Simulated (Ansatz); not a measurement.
Ta₃Ru in space group Fm-3m (No. 225; Ta on 8c, Ta on 4b, Ru on 4a), plane-wave PAW LDA (Ansatz code), all energies at zero smearing, with the estimated change up to a 700 eV cutoff added, with one set of potentials and settings (totals compare only within such a set). Cell of 4 atoms (3 Ta, 1 Ru): -34807.016 eV.

```csv
element,reference phase,E (eV/atom)
Ta,"Im-3m, 1 atoms in the cell",-9682.6136
Ru,"P6_3/mmc, 2 atoms in the cell",-5758.2926
```

Formation energy per atom, worked out: (-34807.016 − 3×(-9682.6136) − 1×(-5758.2926))/4 = -0.221 eV/atom (-21 kJ per mol of atoms), at 0 K, without zero-point energy or fitted corrections.

The first step of the workflow began from a Materials Project structure, measured or hypothetical; the Crystallography Open Database copy checked does not list it. With Ta and Ru taken as one species the cell has the higher symmetry Im-3m, so it may be an ordered model of a mixed-site phase. Its standing as an ambient phase is unchecked. The LDA relaxation kept the symmetry of its start; its stability against distortions is not shown here. No spin polarisation was allowed. The references are the lowest solids computed at this level, not always the standard phases. Spin–orbit coupling is left out wherever it is not named.

Potentials: the later of the program's two PAW sets.
